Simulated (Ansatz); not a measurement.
# Ca-43 NMR of the central transition in CaTiBiP3O12

Cell: a computed structure from the Materials Project (it need not be an observed phase).

Space group R3c:H (No. 161); a = 9.0684, c = 22.2738 Å, γ = 120.00°.

| site | Wyckoff | site symmetry | x | y | z |
| --- | --- | --- | --- | --- | --- |
| Ca | 6a | 3. | 0.0000 | 0.0000 | 0.0023 |
| Ti | 6a | 3. | 0.0000 | 0.0000 | 0.8477 |
| Bi | 6a | 3. | 0.0000 | 0.0000 | 0.6518 |
| P | 18b | 1 | 0.3754 | 0.0232 | 0.5836 |
| O13 | 18b | 1 | 0.2359 | 0.2104 | 0.6901 |
| O15 | 18b | 1 | 0.3636 | 0.8470 | 0.5895 |
| O18 | 18b | 1 | 0.1974 | 0.0058 | 0.5820 |
| O21 | 18b | 1 | 0.9838 | 0.8103 | 0.8042 |

One atom of each set is listed; the run and its k-mesh use a cell of 36 atoms with edges of 9.08, 9.08, 9.08 Å.

Computed with Ansatz: DFT, PBE, plane waves and PAW, scalar-relativistic, 420 eV cutoff, Γ-centred 3×3×3 k-points, Fermi–Dirac smearing 0.02 eV.

Ca-43 has I = 7/2 and Q = -40.80 mb (Pyykkö 2018); at 23.5 T its Larmor frequency is ν₀ = 67.4 MHz. Only the quadrupole interaction is simulated: positions count from each site's isotropic chemical shift, and J coupling is left out, as are shift anisotropy and dipolar coupling, which fast spinning averages.

Problem. Simulate the second-order pattern (fast magic-angle spinning, Gaussian broadening 0.04 kHz) of site Ca (6 O at 2.33–2.50 Å).

Solution. The calculation gives C_Q = 3.43 MHz and η = 0.00, so ν_Q = 0.245 MHz and the centre of gravity lies at -6.61 ppm (-0.445 kHz).

(offset (kHz), height): (-1.162, 0), (-1.134, 0), (-1.107, 3), (-1.080, 5), (-1.052, 5), (-1.025, 5), (-0.998, 5), (-0.971, 5), (-0.943, 5), (-0.916, 5), (-0.889, 5), (-0.861, 6), (-0.834, 6), (-0.807, 6), (-0.780, 6), (-0.752, 6), (-0.725, 17), (-0.698, 65), (-0.670, 74), (-0.643, 53), (-0.616, 44), (-0.589, 40), (-0.561, 37), (-0.534, 35), (-0.507, 35), (-0.479, 34), (-0.452, 34), (-0.425, 34), (-0.398, 35), (-0.370, 36), (-0.343, 37), (-0.316, 39), (-0.288, 42), (-0.261, 46), (-0.234, 54), (-0.207, 70), (-0.179, 100), (-0.152, 68), (-0.125, 9), (-0.097, 0)

An axis of threefold or higher order runs through Ca, so V_zz lies along it and η is zero.
